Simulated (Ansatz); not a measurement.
A relaxed structure of CuI. Space group R3m (No. 160), AFLOW prototype AB_hR6_160_3a_3a (as in SiC). All values below come from r2SCAN (plane waves to 500 eV, PAW, scalar-relativistic; Ansatz, an electronic-structure program).

```cif
data_Cu3I3
_chemical_formula_sum 'I3 Cu3'
_space_group_name_H-M_alt 'P 1'
_space_group_IT_number 1
_cell_length_a 10.75789
_cell_length_b 10.75789
_cell_length_c 10.75789
_cell_angle_alpha 22.779
_cell_angle_beta 22.779
_cell_angle_gamma 22.779
loop_
_space_group_symop_operation_xyz
  'x, y, z'
loop_
_atom_site_label
_atom_site_type_symbol
_atom_site_fract_x
_atom_site_fract_y
_atom_site_fract_z
_atom_site_occupancy
I1 I 0.00028 0.00028 0.00028 1
I2 I 0.22252 0.22252 0.22252 1
I3 I 0.77791 0.77791 0.77791 1
Cu1 Cu 0.08295 0.08295 0.08295 1
Cu2 Cu 0.30556 0.30556 0.30556 1
Cu3 Cu 0.86079 0.86079 0.86079 1
```

What band gap does r2SCAN give?

1.70 eV, direct at Γ (no spin-orbit coupling).

No spin polarisation in the result. Spin-orbit coupling is missing; with elements this heavy it can move band edges by tenths of an eV or more.

The run could not lose the symmetry of its start.

The first start was generated by placing the elements on the sites of a structure type. Materials Project lists a structure of CuI in the same space group, R3m (No. 160); the sites were not compared with it, nor with measured phases. Known forms of CuI include space group No. 216.
